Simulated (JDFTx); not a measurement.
System: octafluoropropane, C3F8 (SMILES FC(F)(F)C(F)(F)C(F)(F)F), charge 0, multiplicity 1; geometry: optimised with GFN2-xTB in vacuum (no frequencies checked; largest PBE force component 1.1 eV/Å). Bond lengths (Å): F1–C2 1.328, C2–F3 1.328, C2–F4 1.325, C2–C5 1.559, C5–F6 1.343, C5–F7 1.343, C5–C8 1.559, C8–F9 1.328, C8–F10 1.325, C8–F11 1.328. Bond angles (°): F1–C2–F3 108.2, F1–C2–F4 108.2, F1–C2–C5 110.8, F3–C2–F4 108.2, F3–C2–C5 110.8, F4–C2–C5 110.4, C2–C5–F6 109.0, C2–C5–F7 109.0, C2–C5–C8 113.1, F6–C5–F7 107.6, F6–C5–C8 108.9, F7–C5–C8 109.0, C5–C8–F9 110.9, C5–C8–F10 110.4 (the first ones only).

Method: PBE, GBRV ultrasoft potentials, plane waves to 20/100 Ha, in a modified build of JDFTx. Liquid: CANDLE, water, 1 M KCl. The liquid run sits in a periodic box with 3.75 Å from the outermost atoms to the faces; the vacuum run is isolated. The box matters at about 0.01 eV. The solvation energy is E(in liquid) − E(vacuum) at fixed geometry, with no thermal, conformational or standard-state terms added.

Problem. Estimate the solvation energy and its parts.

Solution. The solvation energy is 0.18 eV and the part: cavitation term of the fluid is 0.64 eV. The part: dispersion term of the fluid is -0.44 eV and the part: electrostatic term of the fluid is -0.02 eV. The part: distortion of the solute's electrons is 0.00 eV and the highest occupied level in vacuum (zero: vacuum level) comes out as -9.13 eV. The highest occupied level in the liquid (zero: bulk electrolyte) is -8.99 eV.
